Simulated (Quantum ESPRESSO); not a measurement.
# Hf6IrIn: input and log of a self-consistent run

A calculation, not a measurement. The program is pw.x of Quantum ESPRESSO 7.5 (plane-wave density functional theory). The cell is made up: eight metal atoms on a face-centred cubic lattice, with elements, volume, strain and displacements drawn at random and not relaxed, so it may be unstable or far from any real phase. PseudoDojo standard norm-conserving files set the functional (PBE unless stated); there is no spin polarisation or spin-orbit coupling, the Fermi-Dirac width of 0.25 eV means electrons at about 2900 K, and the masses in the input are unused placeholders. Heavy elements are run without spin-orbit coupling, which real alloys of them have. A spin test at this wide smearing found no moment, but such smearing suppresses magnetism that the real alloy may have.

Input:

```
&control calculation='scf', pseudo_dir='./dojo.nc.sr.pbe.v0_5.standard.upf', outdir='./o', disk_io='minimal', tprnfor=.true., tstress=.true. /
&system ibrav=0, nat=8, ntyp=3, nbnd=68, ecutwfc=69.97070942, nosym=.true., tot_charge=0,
 occupations='smearing', smearing='fd', degauss=0.0183746611
/
&electrons conv_thr=1.470e-08, electron_maxstep=70, mixing_beta=0.5 /
ATOMIC_SPECIES
Hf 1.0 Hf.upf
In 1.0 In.upf
Ir 1.0 Ir.upf
CELL_PARAMETERS angstrom
2.2099 4.3184 2.1705
0.0172 4.2609 -4.2433
-4.3259 4.2622 0.0185
ATOMIC_POSITIONS angstrom
Hf 0.0286 -0.0478 0.0018
Hf -2.1861 2.1743 0.0013
Hf 0.0243 2.1267 -2.1138
Ir -2.1211 4.348 -2.1307
Hf 0.0296 4.2433 0.0174
Hf -2.1437 6.475 0.0387
Hf 0.0959 6.4118 -2.115
In -2.1316 8.5364 -2.1159
K_POINTS automatic
5 5 5 1 1 1
```

The log is shortened where brackets say so; the opening notice, blank lines, dates and the lines on written files are dropped, and the path of the files is cut. It prints rydbergs, bohrs and kilobars, and counts compression as positive stress. Its total energy is the free energy E - TS of the whole cell.

```
     Program PWSCF v.7.5
     Parallel version (MPI & OpenMP), running on       4 processor cores
     Number of MPI processes:                 4
     Threads/MPI process:                     1
     [start-up lines left out]
     bravais-lattice index     =            0
     lattice parameter (alat)  =      10.0428  a.u.
     unit-cell volume          =    1076.8711 (a.u.)^3
     number of atoms/cell      =            8
     number of atomic types    =            3
     number of electrons       =       102.00
     number of Kohn-Sham states=           68
     kinetic-energy cutoff     =      69.9707  Ry
     charge density cutoff     =     279.8828  Ry
     scf convergence threshold =      1.5E-08
     mixing beta               =       0.5000
     number of iterations used =            8  plain     mixing
     Exchange-correlation= PBE
                           (   1   4   3   4   0   0   0)
     [axes and pseudopotential details left out]
   Cartesian axes
     site n.     atom                  positions (alat units)
         1        Hf     tau(   1) = (   0.0053816  -0.0089944   0.0003387  )
         2        Hf     tau(   2) = (  -0.4113507   0.4091303   0.0002446  )
         3        Hf     tau(   3) = (   0.0045724   0.4001736  -0.3977463  )
         4        Ir     tau(   4) = (  -0.3991199   0.8181478  -0.4009263  )
         5        Hf     tau(   5) = (   0.0055697   0.7984468   0.0032741  )
         6        Hf     tau(   6) = (  -0.4033725   1.2183779   0.0072820  )
         7        Hf     tau(   7) = (   0.0180452   1.2064857  -0.3979721  )
         8        In     tau(   8) = (  -0.4010956   1.6062642  -0.3981414  )
     number of k points=    63  Fermi-Dirac smearing, width (Ry)=  0.0184
                       cart. coord. in units 2pi/alat
        k(    1) = (  -0.0007883   0.1238913  -0.0008412), wk =   0.0320000
        k(    2) = (  -0.1844412   0.1865993   0.0613824), wk =   0.0320000
     [further k points left out]
     Dense  grid:    85187 G-vectors     FFT dimensions: (  54,  64,  64)
     Estimated max dynamical RAM per process >     337.80 MB
     Estimated total dynamical RAM >       1.26 GB
     Initial potential from superposition of free atoms
     starting charge     101.9848, renormalised to     102.0000
     Starting wfcs are   79 randomized atomic wfcs
     total cpu time spent up to now is        5.9 secs
     per-process dynamical memory:   272.6 Mb
     Self-consistent Calculation
     iteration #  1     ecut=    69.97 Ry     beta= 0.50
     Davidson diagonalization with overlap
     ethr =  1.00E-02,  avg # of iterations =  2.4
     Threshold (ethr) on eigenvalues was too large:
     Diagonalizing with lowered threshold
     Davidson diagonalization with overlap
     ethr =  1.98E-04,  avg # of iterations =  5.7
     total cpu time spent up to now is       35.0 secs
     total energy              =   -1040.26084636 Ry
     estimated scf accuracy    <       0.22764373 Ry
     iteration #  2     ecut=    69.97 Ry     beta= 0.50
     Davidson diagonalization with overlap
     ethr =  2.23E-04,  avg # of iterations =  2.1
     total cpu time spent up to now is       48.6 secs
     total energy              =   -1040.22021910 Ry
     estimated scf accuracy    <       0.45476846 Ry
     iteration #  3     ecut=    69.97 Ry     beta= 0.50
     Davidson diagonalization with overlap
     ethr =  2.23E-04,  avg # of iterations =  2.0
     total cpu time spent up to now is       61.6 secs
     total energy              =   -1040.28826180 Ry
     estimated scf accuracy    <       0.22212013 Ry
     iteration #  4     ecut=    69.97 Ry     beta= 0.50
     Davidson diagonalization with overlap
     ethr =  2.18E-04,  avg # of iterations =  1.2
     total cpu time spent up to now is       72.9 secs
     total energy              =   -1040.30838805 Ry
     estimated scf accuracy    <       0.02268811 Ry
     iteration #  5     ecut=    69.97 Ry     beta= 0.50
     Davidson diagonalization with overlap
     ethr =  2.22E-05,  avg # of iterations =  5.0
     total cpu time spent up to now is       87.7 secs
     total energy              =   -1040.31230654 Ry
     estimated scf accuracy    <       0.00391675 Ry
     [iterations 6 to 9 left out]
     iteration # 10     ecut=    69.97 Ry     beta= 0.50
     Davidson diagonalization with overlap
     ethr =  1.52E-08,  avg # of iterations =  5.5
     total cpu time spent up to now is      156.3 secs
     total energy              =   -1040.31312990 Ry
     estimated scf accuracy    <       0.00000180 Ry
     iteration # 11     ecut=    69.97 Ry     beta= 0.50
     Davidson diagonalization with overlap
     ethr =  1.76E-09,  avg # of iterations =  4.7
     total cpu time spent up to now is      171.6 secs
     total energy              =   -1040.31313031 Ry
     estimated scf accuracy    <       0.00000123 Ry
     iteration # 12     ecut=    69.97 Ry     beta= 0.50
     Davidson diagonalization with overlap
     ethr =  1.21E-09,  avg # of iterations =  2.0
     total cpu time spent up to now is      184.1 secs
     total energy              =   -1040.31313048 Ry
     estimated scf accuracy    <       0.00000006 Ry
     iteration # 13     ecut=    69.97 Ry     beta= 0.50
     Davidson diagonalization with overlap
     ethr =  6.33E-11,  avg # of iterations =  5.0
     total cpu time spent up to now is      199.4 secs
     total energy              =   -1040.31313049 Ry
     estimated scf accuracy    <       0.00000007 Ry
     iteration # 14     ecut=    69.97 Ry     beta= 0.50
     Davidson diagonalization with overlap
     ethr =  6.33E-11,  avg # of iterations =  2.0
     total cpu time spent up to now is      212.2 secs
     End of self-consistent calculation
     [lines on levels left out]
!    total energy              =   -1040.31313049 Ry
     estimated scf accuracy    <       0.00000001 Ry
     smearing contrib. (-TS)   =      -0.12488850 Ry
     internal energy E=F+TS    =   -1040.18824199 Ry
     The total energy is F=E-TS. E is the sum of the following terms:
     one-electron contribution =    -193.37865895 Ry
     hartree contribution      =     146.57412943 Ry
     xc contribution           =    -255.30596199 Ry
     ewald contribution        =    -738.07775048 Ry
     convergence has been achieved in  14 iterations
     Forces acting on atoms (cartesian axes, Ry/au):
     atom    1 type  1   force =    -0.01406222    0.04228424   -0.00295142
     atom    2 type  1   force =     0.01137031   -0.03439938   -0.01257268
     atom    3 type  1   force =    -0.01129876   -0.02682376   -0.00387085
     atom    4 type  3   force =    -0.00254749   -0.00818953   -0.00508649
     atom    5 type  1   force =    -0.01999869    0.01463870   -0.01408927
     atom    6 type  1   force =     0.03736715   -0.01144950   -0.01297211
     atom    7 type  1   force =    -0.02441918    0.01296857    0.03189188
     atom    8 type  2   force =     0.02358887    0.01097067    0.01965095
     Total force =     0.098892     Total SCF correction =     0.000469
     Computing stress (Cartesian axis) and pressure
          total   stress  (Ry/bohr**3)                   (kbar)     P=       70.94
   0.00043840  -0.00005799  -0.00003639           64.49       -8.53       -5.35
  -0.00005799   0.00052261  -0.00002974           -8.53       76.88       -4.38
  -0.00003639  -0.00002974   0.00048567           -5.35       -4.38       71.45
     init_run     :      5.52s CPU      5.76s WALL (       1 calls)
     electrons    :    202.91s CPU    206.38s WALL (       1 calls)
     forces       :      2.62s CPU      2.62s WALL (       1 calls)
     stress       :      9.17s CPU      9.17s WALL (       1 calls)
     [timing details left out]
     PWSCF        :   3m40.32s CPU   3m44.06s WALL
     JOB DONE.
```

In other units: free energy -14154.181 eV for the cell, pressure 7.09 GPa, largest force component 1.087 eV/Å in size. The run took 226 s of wall time with four MPI processes on a shared machine (Intel Xeon, 2023 or later, virtual cores), so the time is rough. A rerun of this cell at a higher cutoff and on a denser mesh moved values by no more than 0.004 eV in energy, 0.02 GPa in stress and 0.003 eV/Å in force, and a second program with other atomic files agreed on that cell to 2 % rms in force and 0.5 GPa in pressure.